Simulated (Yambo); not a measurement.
# AlClO monolayer: sweep of GW parameters

G0W0@PBEsol for a free-standing AlClO monolayer (symmetry Pmmn, slab cell 19.0 Å high) in Yambo. Reference settings: 6×4×1 Γ-centred k mesh, 142 bands and a 7 Ry block in the screening, 142 bands in G with the Bruneval-Gonze terminator, plasmon pole fitted at 27.2 eV, slab-truncated Coulomb interaction, stochastic integration of W near q = 0. The PBEsol gap (-0.5, 0) → Γ on this mesh is 5.96 eV; G0W0 gaps are taken between the same points.

```tsv
change from the reference	G0W0 gap (-0.5, 0) → Γ (eV)	shift of the valence edge (eV)
reference settings	9.51	-2.16
53 bands in W, 53 bands in G	9.61	-1.92
53 bands in G	9.50	-2.05
pole fitted at 10 eV	9.45	-2.07
91 bands in G, no terminator	9.47	-1.82
```

The reference isn't shown to be the converged limit.

Geometry relaxed with PBEsol; primitive cell a = 3.135 Å, b = 3.636 Å, c = 19.000 Å, α = β = γ = 90.00°.

This is a model layer cut from the bulk structure; whether it is stable on its own was not checked.

A shift is the quasiparticle energy of the state minus its PBEsol energy.
